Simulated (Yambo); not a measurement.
Yambo run on RbCl (rock salt, space group Fm-3m, No. 225). The wavefunctions are PBEsol (Quantum ESPRESSO, PseudoDojo norm-conserving, 58 Ry, with spin-orbit coupling) ones on a 4×4×4 mesh (16 occupied bands); a = b = c = 4.6251 Å, α = β = γ = 60.00°.

Yambo input:

```
rim_cut
gw0
dyson
el_el_corr
HF_and_locXC
ppa
em1d
RandQpts= 1000000
RandGvec= 1 Ry
EXXRLvcs= 58 Ry
VXCRLvcs= 232 Ry
Chimod= "HARTREE"
% BndsRnXp
 1 | 196 |
%
NGsBlkXp= 7 Ry
% LongDrXp
 1.0 | 1.0 | 1.0 |
%
PPAPntXp= 27.2114 eV
% GbndRnge
 1 | 196 |
%
GTermKind= "none"
DysSolver= "n"
ExtendOut
% QPkrange
 1 | 1 | 16 | 17 |
%
```

k points by index: 1 = Γ.

The o-*.qp file then holds:

```
#    K-point    Band    Eo [eV]    E [eV]    E-Eo [eV]    Vxc [eV]    Vnlxc [eV]    Sc|Eo [eV]    Sc|E [eV]    dSc/dw|Eo [eV]    Re(Z)    Im(Z)
#
    1    16    0.000000    -2.088596    -2.088596    -13.90243    -18.53608    2.072104    2.545052    -6.161263    0.815376    -0.001789
    1    17    4.854472    5.666821    0.812349    -6.864684    -3.121506    -2.819050    -2.930829    -3.743917    0.879053    -0.851540E-3
```
(The two width columns are left out.) Convergence of these settings isn't established.

Geometry relaxed with PBEsol.
